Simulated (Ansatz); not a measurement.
CaScHO2:
```yaml
crystal:
  lattice:
    - [4.06925, 0.00000, 0.00000]
    - [0.00000, 4.06925, 0.00000]
    - [0.00000, 0.00000, 3.70917]
  atoms:
    - { symbol: Ca, position: [0.50000, 0.50000, 0.50000] }
    - { symbol: Sc, position: [0.00000, 0.00000, 0.00000] }
    - { symbol: O, position: [0.50000, 0.00000, 0.00000] }
    - { symbol: O, position: [0.00000, 0.50000, 0.00000] }
    - { symbol: H, position: [0.00000, 0.00000, 0.50000] }
```

Relaxed with r²SCAN.

### Question
Give the Bader charges and basin volumes of the independent atoms, the program Ansatz at the r²SCAN level (PAW).

### Answer


```tsv
atom	Bader charge (e)	Bader volume (Å³)
Ca1	+1.62	13.4
Sc2	+1.98	8.3
O3	-1.45	15.4
H5	-0.69	9.1
```

Space group P4/mmm. The start of the workflow was typed in or built on a structure type; neither database checked (COD, Materials Project) lists it. Whether it is the stable phase at ambient conditions was not checked. The r²SCAN relaxation kept the symmetry of its start; its stability against distortions is not shown here. The run is not spin-polarised.

Potentials: the earlier of the program's two PAW sets. The files were generated under PBE; for other functionals the program regenerates the frozen cores, and for LDA and PBEsol the local potential too.
